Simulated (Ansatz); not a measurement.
Values for one crystal, relaxed and computed with plane-wave PAW PBEsol (Ansatz code); other levels are named.

```yaml
volume_per_atom: 25.39 Å³
band_gap: 0.57 eV (direct)
Gap with spin–orbit coupling: 0.54 eV
Poisson's ratio: 0.29
mechanical_stability: stable (all eigenvalues of C positive)
Young's modulus: 83.5 GPa
Hole effective mass, band 1 of 3 at the edge: 0.43 along [100], 2.6 along [110], 0.97 along [111] (mₑ)
```

Problem. Which of these materials gives this?
A. InP, zinc blende
B. CaS, rock salt
C. SrTiO3, cubic perovskite
D. AgI, zinc blende

Solution. A, InP, zinc blende

Space group F-43m (zinc blende). The cell was relaxed with PBEsol under the symmetry of its start. Scalar-relativistic: spin–orbit coupling is off unless named, which matters more the heavier the elements.

Potentials: the later of the program's two PAW sets.
